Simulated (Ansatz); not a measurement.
Consider the following.

CsPbCl3:
```xyz
5
Lattice="3.8963 2.2496 3.1910 -3.8963 2.2496 3.1910 0.0000 -4.4991 3.1910" Properties=species:S:1:pos:R:3 pbc="T T T"
Cs     0.0000     0.0000     4.7864
Pb     0.0000     0.0000     0.0000
Cl     1.8962    -3.2844     4.7864
Cl     1.8962     3.2844     4.7864
Cl    -3.7925     0.0000     4.7864
```

This is the LDA-relaxed structure.

**Question.** All from plane-wave PAW LDA (Ansatz code), unless another level is named. Estimate the formation energy from the elements (no fitted shifts).

**Answer.** -1.48 eV/atom.

**Question.** Give the valence-band maximum.

**Answer.** at T.

**Question.** Predict the weight of the conduction-edge state by species (Voronoi cells).

**Answer.** Pb 54 %, Cl 42 %, Cs 4 %.

Space group R32. The workflow started from a Materials Project entry (that database holds measured and hypothetical structures alike); the Crystallography Open Database copy checked does not list it. COD files the formula under space group No. 221, so this cell is another polymorph or a model. Its standing as an ambient phase is unchecked. The LDA relaxation kept the symmetry of its start; of distortions, only those at the zone centre were tested, and some modes there are weakly imaginary. The references are the lowest solids computed at this level, not always the standard phases (solids in place of the gases). Scalar-relativistic: spin–orbit coupling is off unless named, which matters more the heavier the elements.

Potentials: the later of the program's two PAW sets.
